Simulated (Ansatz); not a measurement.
Al2Cu (fluorite or antifluorite type, Fm-3m) under volume change, DFT-r²SCAN in the program Ansatz with PAW potentials, scaled uniformly.

```tsv
V (Å³/atom)	E − E(relaxed) (meV/atom)	P (GPa)
14.299	50.2	12.35
14.771	21.0	7.56
15.242	___	___
15.714	0.0	0.00
16.185	4.5	-2.97
16.656	17.0	-5.49
17.128	___	___
```

Q: Complete the blanks.

A: 
- 15.242, E − E(relaxed) (meV/atom): 5.0
- 15.242, P (GPa): 3.48
- 17.128, E − E(relaxed) (meV/atom): 36.4
- 17.128, P (GPa): -7.63

Q: What does a third-order Birch–Murnaghan fit give for V₀, B₀ and B′?

A: V₀ = 15.71 Å³/atom, B₀ = 107 GPa, B′ = 4.3.

The workflow started from a Materials Project entry (that database holds measured and hypothetical structures alike); the Crystallography Open Database copy checked does not list it. It is not the phase usual at ambient conditions (space group No. 140). The cell was relaxed with r²SCAN under the symmetry of its start; its stability against distortions is not shown here. No spin polarisation was allowed.

Potentials: the later of the program's two PAW sets.
